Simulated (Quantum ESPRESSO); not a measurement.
# NMR parameters of NaCl

```xyz
2
Lattice="0.0000 2.7941 2.7941 2.7941 0.0000 2.7941 2.7941 2.7941 0.0000" Properties=species:S:1:pos:R:3 pbc="T T T"
Na     0.0000     0.0000     0.0000
Cl     2.7941     2.7941     2.7941
```
Geometry: a computed entry of the Materials Project; it was not checked against measured cells. It is NaCl in Fm-3m. Stability against distortions was not tested.

Shieldings are absolute and leave out the bulk-susceptibility term; a larger σ means a smaller chemical shift. By our sweeps, such settings leave a few ppm in absolute σ. No d partial waves on Na, Cl: the paramagnetic term there is incompletely reconstructed.

### Question
What do the calculations give at each independent site (shieldings by GIPAW with PBE in a modified build of Quantum ESPRESSO, on JTH PAW datasets, 30 Ha, k-mesh 4×4×4 shifted, f-sum rule met within 0.004 %)?

### Answer
| site | site symmetry | σ_iso (ppm) |
|---|---|---|
| Na (atom 1) | m-3m | 538 |
| Cl (atom 2) | m-3m | 964 |
